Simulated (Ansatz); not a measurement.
Here is the system:

BaCuTeF:
Space group P4/nmm, origin choice 1 (No. 129); a = b = 4.420 Å, c = 9.427 Å, α = β = γ = 90.00°

```csv
atom,site,symmetry,x,y,z
Ba,2c,4mm,0.5000,0.0000,0.3433
Cu,2a,-4m2,0.0000,0.0000,0.0000
Te,2c,4mm,0.0000,0.5000,0.1598
F,2b,-4m2,0.5000,0.5000,0.5000
```

This is the r²SCAN-relaxed structure.

Question: All from the program Ansatz at the r²SCAN level (PAW), unless another level is named. Give the highest zone-centre frequency (without LO–TO term).

Answer: 249 cm^-1.

Question: What about the bulk modulus (Birch–Murnaghan fit)?

Answer: 50.3 GPa.

The first step of the workflow began from a Materials Project structure, measured or hypothetical; the Crystallography Open Database copy checked does not list it. Whether it is the stable phase at ambient conditions was not checked. The r²SCAN relaxation kept the symmetry of its start; phonons show weakly imaginary modes. The run is not spin-polarised. No Hubbard U is applied. Spin–orbit coupling is left out wherever it is not named.

Potentials: the earlier of the program's two PAW sets. The files were generated under PBE; for other functionals the program regenerates the frozen cores, and for LDA and PBEsol the local potential too.
